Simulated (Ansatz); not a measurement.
An elastic tensor (GPa, Voigt order, standard axes) from PBEsol in the plane-wave PAW code Ansatz:

```csv
,1,2,3,4,5,6
1,1200,108,41.8,0.0,0.0,0.0
2,108,1200,41.8,0.0,0.0,0.0
3,41.8,41.8,1280,0.0,0.0,0.0
4,0.0,0.0,0.0,480,0.0,0.0
5,0.0,0.0,0.0,0.0,480,0.0
6,0.0,0.0,0.0,0.0,0.0,544
```

Task: Which compound is it?
A) MgO, P6_3/mmc (Mg on 2c, O on 2d)
B) NiSb, NiAs type
C) C, P6_3/mmc (C on 4e, C on 4f)
D) VSi2, P6_222 (V on 3d, Si on 6j)

Result: C, C, P6_3/mmc (C on 4e, C on 4f)

The workflow started from a Materials Project entry (that database holds measured and hypothetical structures alike). Its sites differ from those of the usual phase in this space group: another stacking or structure type. The PBEsol relaxation kept the symmetry of its start; its stability against distortions is not shown here.

Potentials: the later of the program's two PAW sets.
